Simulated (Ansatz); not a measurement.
Theory: DFT PBE, scalar-relativistic, plane waves, PAW (Ansatz). Settings: cutoff 420 eV, Γ-centred meshes spaced at most about 0.3 Å⁻¹, and about 0.25 Å⁻¹ or finer for metals (2π included), Gaussian smearing. No spin polarisation in the final relaxations.

All energies are static (0 K, no zero-point motion).

Two forms of In4TeS were relaxed alike.

A.

```cif
data_structure
_symmetry_space_group_name_H-M 'Cmmm'
_symmetry_Int_Tables_number 65
_cell_length_a 10.0068
_cell_length_b 11.7931
_cell_length_c 4.1672
_cell_angle_alpha 90.000
_cell_angle_beta 90.000
_cell_angle_gamma 90.000
_cell_volume 491.78
loop_
_atom_site_label
_atom_site_type_symbol
_atom_site_symmetry_multiplicity
_atom_site_Wyckoff_symbol
_atom_site_fract_x
_atom_site_fract_y
_atom_site_fract_z
_atom_site_occupancy
In1 In 4 j 0.50000 0.67492 0.50000 1
In2 In 4 g 0.27892 0.00000 0.00000 1
Te1 Te 2 c 0.50000 0.00000 0.50000 1
S1 S 2 a 0.00000 0.00000 0.00000 1
```

B.

```cif
data_structure
_symmetry_space_group_name_H-M 'P4/mmm'
_symmetry_Int_Tables_number 123
_cell_length_a 4.6011
_cell_length_b 4.6011
_cell_length_c 8.7697
_cell_angle_alpha 90.000
_cell_angle_beta 90.000
_cell_angle_gamma 90.000
_cell_volume 185.66
loop_
_atom_site_label
_atom_site_type_symbol
_atom_site_symmetry_multiplicity
_atom_site_Wyckoff_symbol
_atom_site_fract_x
_atom_site_fract_y
_atom_site_fract_z
_atom_site_occupancy
In1 In 4 i 0.00000 0.50000 0.27062 1
Te1 Te 1 a 0.00000 0.00000 0.00000 1
S1 S 1 b 0.00000 0.00000 0.50000 1
```

Question: Which is lower in energy, and by how much?

Answer: B is lower, by 163 meV/atom. A has space group Cmmm (No. 65), 41.0 Å³/atom and no gap on its mesh; B has space group P4/mmm (No. 123), 30.9 Å³/atom and no gap. Counting S or Te atoms around In (for each partner element, those within 1.25 times its shortest distance or 1.15 times the sum of covalent radii, where it is the nearest in units of that sum or under 1.3; the shortest distance is added where it exceeds 1.18 times the sum of covalent radii; a slash parts the counts of unlike sites), A has In 2 from 2.9 Å/3 and B has In 4 from 3.1 Å. In A, around In on a site of symmetry m2m lie 2 S at 2.93 Å; around Te lie 4 In at 3.04 Å; around S lie 6 In at 2.79–2.93 Å; 1 more site not described. In B, In has 2 S at 3.06 Å, 4 In at 3.25 Å and 2 Te at 3.31 Å; Te is surrounded by 8 In at 3.31 Å; S has 8 In at 3.06 Å. Both come from invented guesses. A third cell relaxed alike, in P4/mmm, lies 40 meV/atom below the lower of the two.

Weakly bound directions are ill-defined at this level, which has no dispersion term (Cmmm), and this can change margins and order among such cells. These runs have no spin–orbit coupling, which can matter for Te. Cells relaxed within their symmetry can be saddle points.
